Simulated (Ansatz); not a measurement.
ZnPbO$_{3}$:
```
ZnPbO3
1.0
    2.71460     1.56727     4.78518
   -2.71460     1.56727     4.78518
    0.00000    -3.13455     4.78518
Zn Pb O
2 2 6
Direct
  0.50069   0.50069   0.50069
  0.00069   0.00069   0.00069
  0.21868   0.21868   0.21868
  0.71868   0.71868   0.71868
  0.80332   0.12630   0.40172
  0.40172   0.80332   0.12630
  0.12630   0.40172   0.80332
  0.90172   0.62630   0.30332
  0.62630   0.30332   0.90172
  0.30332   0.90172   0.62630
```

Relaxed with r²SCAN.

**Question.** Tabulate the valence density and the electron localisation function along the shortest Pb–O contact (2.14 Å), r²SCAN in the plane-wave PAW code Ansatz.

**Answer.** 

```tsv
distance from Pb (Å)	density (e/Å³)	ELF
0.21	9.12	0.00
0.32	7.44	0.01
0.43	5.71	0.04
0.54	4.13	0.12
0.64	2.82	0.21
0.75	1.83	0.28
0.86	1.18	0.29
0.96	0.81	0.25
1.07	0.66	0.23
1.18	0.66	0.30
1.29	0.80	0.51
1.39	1.09	0.70
1.50	1.65	0.78
1.61	2.58	0.78
1.71	3.85	0.72
1.82	5.20	0.60
1.93	6.39	0.43
```

The density is the valence pseudo-density with augmentation charge, so density and ELF within about 1 Å of a nucleus are not all-electron values.

Space group R3c. The first step of the workflow began from a Materials Project structure, measured or hypothetical; the Crystallography Open Database copy checked does not list it. With Zn and Pb taken as one species the cell has the higher symmetry R-3c, so it may be an ordered model of a mixed-site phase. Its standing as an ambient phase is unchecked. The cell was relaxed with r²SCAN under the symmetry of its start; of distortions, only those at the zone centre were tested. Scalar-relativistic: spin–orbit coupling is off unless named, which matters more the heavier the elements.

Potentials: the later of the program's two PAW sets.
